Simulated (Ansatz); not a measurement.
Ti2O: opening a crack plane

Ti2O, P-3m1, a = 2.951 Å, c = 4.814 Å. The structure is a COD entry; whether it is the stable form wasn't checked. Ansatz: r2SCAN, PAW, 500 eV, Γ-centred 18×18×5 mesh on 6 atoms, Gaussian smearing 0.15 eV; no spin polarisation. One cut on (001) per cell of 6 atoms is opened rigidly by x, between planes of Ti and Ti that stand 2.23 Å apart; y is the energy per area (7.544 Å², 1 eV/Å² = 16.02 J/m²).

```
x (Å) y (J/m²)
 0.00     0.000
 0.25     0.392
 0.50         ?
 1.00     3.086
 1.50     4.562
 2.00     5.524
 3.00     6.296
 6.00     6.519
```

Problem. Fit the universal binding curve y = W[1 − (1 + x/l) e^(−x/l)] to the other rows, give the peak stress, and predict the missing value.

Solution. Least squares gives W = 6.57 J/m² and l = 0.622 Å. The stress dy/dx peaks at x = l with W/(e l) = 38.9 GPa, for rigid faces. At x = 0.50: x/l = 0.804, y = 1.265 J/m². The run gave 1.226 J/m², so the fit is 0.039 J/m² too high, within the rms miss on the fitted rows (0.042 J/m²).

Spin polarisation was left out, and a magnetic state may lie lower.

Cost: 9 runs of about 8.1 core-minutes in all, on Oxide Virtual Turin-like Processor (Zen 5) (shared hosts).